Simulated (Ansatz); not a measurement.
According to plane-wave PAW PBE (Ansatz code), SiSe2 in the orthorhombic phase (Ibam; Se on 8j, Si on 4a) relaxes to a = 6.622 Å, b = 11.254 Å, c = 5.933 Å. Se has 2 nearest neighbours from 2.30 Å (bent); Si has 4 nearest neighbours from 2.30 Å (tetrahedral). Its formation energy from the elements is -0.46 eV/atom, with no fitted shifts.

It is gapped at this level: 2.21 eV (indirect). The electron mass is 1.1, 1.1, 1.3 mₑ (principal values). The hole mass is 0.99, 3.1, 13 mₑ (principal values).

An equation-of-state fit gives a bulk modulus of 1.1 GPa.

Symmetry was held in the PBE relaxation. The volume lies over 15 % above that of the usual cell of this phase: another minimum, or an error of the functional. A crystal of weakly bound chains computed without a dispersion correction: the cell and the soft elastic constants depend strongly on that. The references are the lowest solids computed at this level, not always the standard phases. Scalar-relativistic: spin–orbit coupling is off unless named, which matters more the heavier the elements.

Potentials: the later of the program's two PAW sets.
